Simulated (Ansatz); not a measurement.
Below is a relaxed structure of Al4O. The cell was found from a structure generator's guess, not taken from experiment.

Level of theory: DFT PBE, scalar-relativistic, plane waves, PAW in Ansatz 0.2.0. Cutoff 420 eV, Γ-centred mesh, Gaussian smearing, no spin polarisation.

```yaml
crystal:
  lattice:
    - [1.34262, -2.56365, 0.00000]
    - [1.34262, 2.56365, 0.00000]
    - [0.00000, 0.00000, 11.46961]
  atoms:
    - { symbol: Al, position: [0.00000, 0.00000, 0.37684] }
    - { symbol: Al, position: [0.00000, 0.00000, 0.62316] }
    - { symbol: Al, position: [0.00000, 0.00000, 0.87121] }
    - { symbol: Al, position: [0.00000, 0.00000, 0.12879] }
    - { symbol: O, position: [0.50000, 0.50000, 0.00000] }
```

Energies over the elements count from the elements' standard structures at the same level (O₂ as a molecule), with no fitted energy shifts.

Question: Find its symmetry and describe it.

Answer: Cmmm (No. 65). Conventional cell: a = 2.685 Å, b = 5.127 Å, c = 11.470 Å. Around Al on its first site lie 8 Al at 2.69–2.89 Å; Al on its second site has 2 O at 2.00 Å, 8 Al at 2.69–2.95 Å and 2 O at 2.96 Å; O has 4 Al at 2.00 Å.

Question: What is its formation energy per atom?

Answer: −0.48 eV/atom. Whether it is stable depends on the other phases of the system, which aren't compared here.

Question: Is it a metal?

Answer: Yes, bands cross the Fermi level on the 16×16×4 mesh.

The last run used a 16×16×4 mesh (in the run's order of axes) for its 5-atom cell and Gaussian smearing of 0.10 eV. The cell is a metal run without spin; a magnetic state may lie lower. A later test with randomly moved atoms led to a structure 307 meV/atom lower, so this end is a saddle point or a shallow minimum.
